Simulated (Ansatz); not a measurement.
MgO:
```xyz
4
Lattice="3.4847 0.0000 0.0000 -1.7423 3.0178 0.0000 0.0000 0.0000 4.1843" Properties=species:S:1:pos:R:3 pbc="T T T"
Mg     1.7423     1.0059     3.1382
Mg     0.0000     2.0119     1.0461
O      1.7423     1.0059     1.0461
O      0.0000     2.0119     3.1382
```

Relaxed with HSE06.

Q: Give the Bader charges and basin volumes of the independent atoms, HSE06 in the plane-wave PAW code Ansatz.

A: 

```json
[
 {"atom": "Mg1", "Bader charge (e)": "+1.73", "Bader volume (Å³)": "4.8"},
 {"atom": "O3", "Bader charge (e)": "-1.73", "Bader volume (Å³)": "17.2"}
]
```

Space group P6_3/mmc. The first step of the workflow began from a Materials Project structure, measured or hypothetical; the Crystallography Open Database copy checked does not list it. It is not the phase usual at ambient conditions (space group No. 225). Symmetry was held in the HSE06 relaxation; its stability against distortions is not shown here.

Potentials: the earlier of the program's two PAW sets.
